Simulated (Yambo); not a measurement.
Yambo run on CdS (zinc blende, space group F-43m, No. 216). The wavefunctions come from this Quantum ESPRESSO step (LDA, PseudoDojo standard norm-conserving files, scalar-relativistic):

```
&CONTROL
  calculation = 'nscf'
  pseudo_dir = './pseudo'
  outdir = './out'
/
&SYSTEM
  ibrav = 0
  nat = 2
  ntyp = 2
  ecutwfc = 102.0
  ecutrho = 408.0
  occupations = 'fixed'
  force_symmorphic = .true.
  nbnd = 120
/
&ELECTRONS
  conv_thr = 2e-09
  diago_full_acc = .true.
  diago_thr_init = 1e-08
/
ATOMIC_SPECIES
S 32.0600 S.upf
Cd 112.4140 Cd.upf
CELL_PARAMETERS angstrom
  0.000000000000   2.879109087000   2.879109087000
  2.879109087000   0.000000000000   2.879109087000
  2.879109087000   2.879109087000   0.000000000000
ATOMIC_POSITIONS crystal
S   0.750000000000   0.750000000000   0.750000000000
Cd   0.000000000000   0.000000000000   0.000000000000
K_POINTS automatic
4 4 4 0 0 0
```

Yambo input:

```
rim_cut
gw0
dyson
el_el_corr
HF_and_locXC
ppa
em1d
RandQpts= 1000000
RandGvec= 1 Ry
EXXRLvcs= 102 Ry
VXCRLvcs= 408 Ry
Chimod= "HARTREE"
% BndsRnXp
 5 | 118 |
%
NGsBlkXp= 10 Ry
% LongDrXp
 1.0 | 1.0 | 1.0 |
%
PPAPntXp= 27.2114 eV
% GbndRnge
 1 | 118 |
%
GTermKind= "BG"
DysSolver= "n"
ExtendOut
% QPkrange
 1 | 1 | 13 | 14 |
 3 | 3 | 13 | 14 |
 7 | 7 | 13 | 14 |
 8 | 8 | 13 | 14 |
%
```

k points by index: 1 = Γ, 3 = L, 7 = X, 8 = W.

Resulting energies as the program prints them:

```
#    K-point    Band    Eo [eV]    E [eV]    E-Eo [eV]    Vxc [eV]    Vnlxc [eV]    Sc|Eo [eV]    Sc|E [eV]    dSc/dw|Eo [eV]    Re(Z)    Im(Z)
#
    1    13    0.000000    -0.899952    -0.899952    -15.51199    -18.54147    1.883620    2.129520    -7.434340    0.785416    -0.001355
    1    14    0.943459    1.369794    0.426335    -11.15774    -6.894908    -3.738538    -3.836498    -6.250981    0.813192    -0.001248
    3    13    -0.826946    -1.728108    -0.901163    -14.50983    -17.70825    2.049081    2.297254    -7.492903    0.784090    -0.001392
    3    14    2.814139    3.373020    0.558881    -11.51923    -6.844772    -3.987477    -4.115580    -6.235980    0.813556    -0.001258
    7    13    -2.060390    -2.975753    -0.915362    -13.07617    -16.53241    2.283613    2.540882    -7.647214    0.780620    -0.001094
    7    14    3.249575    3.548917    0.299343    -10.05271    -5.977326    -3.711791    -3.776039    -5.838148    0.823350    -0.001231
    8    13    -2.381761    -3.332719    -0.950958    -13.68028    -17.35611    2.459732    2.724876    -7.586102    0.781990    -0.001344
    8    14    5.228610    5.473549    0.244940    -10.84809    -6.514566    -4.031306    -4.088589    -6.360429    0.810540    -0.001376
```
(The two width columns are left out.) Convergence of these settings isn't established.

Spin-orbit coupling is not included.

Geometry relaxed with LDA.
